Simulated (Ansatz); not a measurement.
Ti₃C₂: strain energy, fitted

Ti₃C₂, P6_3/mmc, a = 3.042 Å, c = 14.985 Å. The structure is a Materials Project entry; whether it is the stable form wasn't checked. Ansatz: PBEsol, PAW, 420 eV, Γ-centred 12×12×4 mesh on 10 atoms, Gaussian smearing 0.10 eV; no spin polarisation. Series: biaxial strain in the a-b plane, c and atoms relaxed; x is the strain in per cent. y is the free energy over the unstrained cell, V0 = 12.009 Å³/atom.

| x (%) | y (meV/atom) |
| --- | --- |
| -4.0 | 56.21 |
| -2.0 | 13.66 |
| 0.0 | 0.00 |
| 2.0 | ? |
| 4.0 | 49.39 |

Problem. Fit y = c2 x² + c3 x³ to the other rows, turn c2 into a modulus, and predict the missing energy.

Solution. Least squares on the rows shown. y = 3.3003 x² − 0.053313 x³. In eV per unit strain² c2 is 33.00; M is the biaxial modulus (E = M V0 ε²): 33.00 × 160.2 / (12.009) = 440 GPa. At x = 2.0 the fit asked for gives 12.77 meV/atom. The run gave 12.96 meV/atom, so the fit is 0.19 meV/atom too low, 0.34 % of the span of the series, against an rms of 0.02 meV/atom on the fitted rows. With a term in x⁴ added, a fit to the same known rows (none to spare) predicts 12.81 meV/atom, no real gain.